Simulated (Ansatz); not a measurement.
Ag2S in space group Cmce (No. 64; Ag on 8f, S on 4a), plane-wave PAW PBE (Ansatz code), all energies at zero smearing, with the estimated change up to a 700 eV cutoff added, with one set of potentials and settings (totals compare only within such a set). Cell of 6 atoms (4 Ag, 2 S): -32166.181 eV.

```csv
element,reference phase,E (eV/atom)
Ag,"R-3m, 3 atoms in the cell",-7590.5531
S,"Fddd, 32 atoms in the cell",-902.0599
```

Formation energy per atom, worked out: (-32166.181 − 4×(-7590.5531) − 2×(-902.0599))/6 = 0.025 eV/atom (2 kJ per mol of atoms), at 0 K, without zero-point energy or fitted corrections.

The first step of the workflow began from a Materials Project structure, measured or hypothetical; the Crystallography Open Database copy checked does not list it. COD files the formula under space group No. 4, 14, so this cell is another polymorph or a model. Whether it is the stable phase at ambient conditions was not checked. The cell was relaxed with PBE under the symmetry of its start. At this level the phase is dynamically unstable (imaginary phonons). The run is not spin-polarised. The references are the lowest solids computed at this level, not always the standard phases.

Potentials: the later of the program's two PAW sets.
